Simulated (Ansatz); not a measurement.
SiO2:
```
CELL_PARAMETERS angstrom
      5.08364     0.00000     0.00000
      0.00000     5.08364     0.00000
      0.00000     0.00000     7.09998
ATOMIC_POSITIONS crystal
  Si 0.29387 0.29387 0.00000
  Si 0.79387 0.20613 0.75000
  Si 0.20613 0.79387 0.25000
  Si 0.70613 0.70613 0.50000
  O  0.24118 0.09348 0.17423
  O  0.74118 0.40652 0.57577
  O  0.25882 0.59348 0.07577
  O  0.75882 0.90652 0.67423
  O  0.90652 0.75882 0.32577
  O  0.40652 0.74118 0.42423
  O  0.59348 0.25882 0.92423
  O  0.09348 0.24118 0.82577
```

Relaxed with PBE.

Which orbitals make up the states near the band edges in plane-wave PAW PBE (Ansatz code)?

Top 1 eV of the valence band: O 2p 97 %. Bottom 1 eV of the conduction band: Si 3s 42 %, O 2s 20 %, Si 3p 15 %, outside the projected shells 18 %. Projections are on Löwdin-orthogonalised atomic valence shells; empty p or d shells of many metals are not among them.

Tabulate the density of states.

States/eV per cell of 12 atoms, in 0.25 eV bins, energy from the valence-band maximum.

```tsv
E (eV)	total	O 2p	Si 3p	O 2s
-7.85	2.47	1.68	0.16	0.11
-7.60	0.94	0.65	0.07	0.04
-7.35	0.40	0.28	0.03	0.02
-7.10	1.90	1.34	0.18	0.08
-6.85	2.78	1.99	0.29	0.12
-6.60	3.33	2.41	0.39	0.13
-6.35	3.70	2.72	0.48	0.12
-6.10	2.49	1.85	0.38	0.06
-5.85	1.37	1.03	0.26	0.02
-5.60	3.32	2.52	0.74	0.01
-5.35	16.37	12.72	3.38	0.05
-5.10	12.35	9.81	2.35	0.02
-4.85	0.00	0.00	0.00	0.00
-4.60	0.00	0.00	0.00	0.00
-4.35	0.00	0.00	0.00	0.00
-4.10	0.00	0.00	0.00	0.00
-3.85	0.00	0.00	0.00	0.00
-3.60	0.00	0.00	0.00	0.00
-3.35	0.00	0.00	0.00	0.00
-3.10	6.73	5.41	0.86	0.31
-2.85	10.11	8.52	0.96	0.40
-2.60	12.30	10.93	0.76	0.32
-2.35	11.13	10.04	0.60	0.25
-2.10	10.89	10.05	0.43	0.16
-1.85	15.25	14.09	0.62	0.22
-1.60	11.24	10.56	0.34	0.10
-1.35	4.57	4.34	0.09	0.05
-1.10	9.45	8.98	0.18	0.12
-0.85	11.79	11.30	0.21	0.11
-0.60	9.74	9.39	0.14	0.09
-0.35	11.37	11.09	0.09	0.08
-0.10	3.45	3.39	0.02	0.02
0.15	0.00	0.00	0.00	0.00
0.40	0.00	0.00	0.00	0.00
0.65	0.00	0.00	0.00	0.00
0.90	0.00	0.00	0.00	0.00
1.15	0.00	0.00	0.00	0.00
1.40	0.00	0.00	0.00	0.00
1.65	0.00	0.00	0.00	0.00
1.90	0.00	0.00	0.00	0.00
2.15	0.00	0.00	0.00	0.00
2.40	0.00	0.00	0.00	0.00
2.65	0.00	0.00	0.00	0.00
2.90	0.00	0.00	0.00	0.00
3.15	0.00	0.00	0.00	0.00
3.40	0.00	0.00	0.00	0.00
3.65	0.00	0.00	0.00	0.00
3.90	0.00	0.00	0.00	0.00
4.15	0.00	0.00	0.00	0.00
4.40	0.00	0.00	0.00	0.00
4.65	0.00	0.00	0.00	0.00
4.90	0.00	0.00	0.00	0.00
5.15	0.00	0.00	0.00	0.00
5.40	0.00	0.00	0.00	0.00
5.65	0.12	0.00	0.01	0.02
5.90	0.32	0.01	0.03	0.06
6.15	0.50	0.02	0.08	0.10
6.40	0.64	0.04	0.12	0.13
6.65	0.80	0.05	0.18	0.16
6.90	1.00	0.07	0.25	0.19
7.15	1.20	0.09	0.34	0.23
7.40	1.49	0.11	0.45	0.29
7.65	2.07	0.16	0.65	0.41
7.90	2.27	0.18	0.75	0.45
8.15	2.24	0.19	0.81	0.43
8.40	2.43	0.20	1.00	0.44
8.65	1.41	0.10	0.70	0.22
8.90	9.86	0.72	5.07	1.24
9.15	7.82	0.54	3.70	0.82
9.40	11.06	0.90	4.82	0.77
9.65	8.07	0.71	4.11	0.73
9.90	9.58	0.89	4.89	1.00
10.15	6.64	0.70	3.26	0.65
10.40	5.87	0.65	2.64	0.45
```

Space group P4_12_12. The cell was relaxed with PBE under the symmetry of its start.

Potentials: the later of the program's two PAW sets.
